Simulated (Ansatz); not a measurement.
TiAl2O5:
```
CELL_PARAMETERS angstrom
      1.81558    -4.72216     0.00000
      1.81558     4.72216     0.00000
      0.00000     0.00000     9.53096
ATOMIC_POSITIONS crystal
  Ti 0.12772 0.87228 0.06174
  Ti 0.87228 0.12772 0.56174
  Al 0.14213 0.85787 0.43159
  Al 0.85787 0.14213 0.93159
  Al 0.19022 0.80978 0.75405
  Al 0.80978 0.19022 0.25405
  O  0.05736 0.94264 0.61246
  O  0.94264 0.05736 0.11246
  O  0.04444 0.95556 0.88046
  O  0.95556 0.04444 0.38046
  O  0.24604 0.75396 0.25403
  O  0.75396 0.24604 0.75403
  O  0.31607 0.68393 0.57962
  O  0.68393 0.31607 0.07962
  O  0.30754 0.69246 0.92607
  O  0.69246 0.30754 0.42607
```

x, y and z are the axes in which the lattice vectors are written.

Question: Give the proper piezoelectric stress tensor with relaxed ions from the program Ansatz at the PBEsol level (PAW).

Answer: In C/m², rows x, y, z, Voigt columns; mesh uncertainty up to 0.00.
```
 0.00   0.00   0.00   0.00  -0.01   0.00
 0.00   0.00   0.00   0.34   0.00   0.00
 0.18  -0.65  -0.05   0.00   0.00   0.00
```

The elastic tensor of the same run (GPa):

```
 354   159   144   0.0   0.0   0.0
 159   343  90.1   0.0   0.0   0.0
 144  90.1   332   0.0   0.0   0.0
 0.0   0.0   0.0  82.2   0.0   0.0
 0.0   0.0   0.0   0.0   128   0.0
 0.0   0.0   0.0   0.0   0.0  70.2
```

Question: Convert to strain constants d = e·S.

Answer: In pC/N:
```
 0.0   0.0   0.0   0.0   0.0   0.0
 0.0   0.0   0.0   4.1   0.0   0.0
 1.8  -2.7  -0.2   0.0   0.0   0.0
```

Space group Cmc2_1. The first step of the workflow began from a Materials Project structure, measured or hypothetical; the Crystallography Open Database copy checked does not list it. Whether it is the stable phase at ambient conditions was not checked. The PBEsol relaxation kept the symmetry of its start; whether a distortion lowers the energy is not shown. No spin polarisation was allowed. Signs of piezoelectric constants follow the polarity of the cell as given.

Potentials: the later of the program's two PAW sets.
